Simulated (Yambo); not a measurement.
Yambo run on Mg₂FeH₆ (space group Fm-3m, No. 225). The wavefunctions are norm-conserving PBEsol (Quantum ESPRESSO, 90 Ry, without SOC) ones on a 4×4×4 mesh (21 occupied bands); a = b = c = 4.4937 Å, α = β = γ = 60.00°.

Yambo input:

```
rim_cut
gw0
dyson
el_el_corr
HF_and_locXC
ppa
em1d
RandQpts= 1000000
RandGvec= 1 Ry
EXXRLvcs= 90 Ry
VXCRLvcs= 360 Ry
Chimod= "HARTREE"
% BndsRnXp
 13 | 126 |
%
NGsBlkXp= 8 Ry
% LongDrXp
 1.0 | 1.0 | 1.0 |
%
PPAPntXp= 27.2114 eV
% GbndRnge
 1 | 52 |
%
GTermKind= "BG"
DysSolver= "n"
ExtendOut
% QPkrange
 7 | 7 | 21 | 22 |
 8 | 8 | 21 | 21 |
%
```

k points by index: 7 = X, 8 = W.

Resulting energies as the program prints them:

```
#    K-point    Band    Eo [eV]    E [eV]    E-Eo [eV]    Vxc [eV]    Vnlxc [eV]    Sc|Eo [eV]    Sc|E [eV]    dSc/dw|Eo [eV]    Re(Z)    Im(Z)
#
    7    21    -0.216767E-3    -0.056111    -0.055895    -25.33568    -30.67294    5.260045    5.281364    -10.34267    0.724587    -0.001917
    7    22    1.758338    2.812072    1.053733    -21.78851    -16.32013    -4.088534    -4.414645    -8.420373    0.763680    -0.001554
    8    21    0.000000    -0.059363    -0.059363    -25.33727    -30.67495    5.255682    5.278320    -10.34325    0.724576    -0.001920
```
(The two width columns are left out.) Convergence of these settings isn't established.

Geometry of the Materials Project entry, not relaxed at this level.

The runs are not spin-polarised; magnetic order was not tried.
